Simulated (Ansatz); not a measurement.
CuAu:
```yaml
crystal:
  lattice:
    - [2.76498, 0.00000, 0.00000]
    - [0.00000, 2.76498, 0.00000]
    - [0.00000, 0.00000, 3.60375]
  atoms:
    - { symbol: Cu, position: [0.50000, 0.50000, 0.50000] }
    - { symbol: Au, position: [0.00000, 0.00000, 0.00000] }
```

Relaxed with LDA.

**Question.** Decompose the optical modes at the zone centre into irreducible representations, and say which are infrared and Raman allowed.

**Answer.** Point group 4/mmm: Γ_opt = A2u + Eu. Infrared: A2u, Eu. Raman: none.

**Question.** Assign frequencies (DFPT, LDA in the plane-wave PAW code Ansatz).

**Answer.** Eu 149, A2u 212 cm⁻¹.

Space group P4/mmm (L1₀ or tetragonal B2). The LDA relaxation kept the symmetry of its start; of distortions, only those at the zone centre were tested. No spin polarisation was allowed. As this level gives no gap, phonon frequencies hold no LO–TO term and depend on the k-mesh and smearing (Fermi–Dirac, 0.1 eV here). Spin–orbit coupling is left out wherever it is not named.

Potentials: the later of the program's two PAW sets.
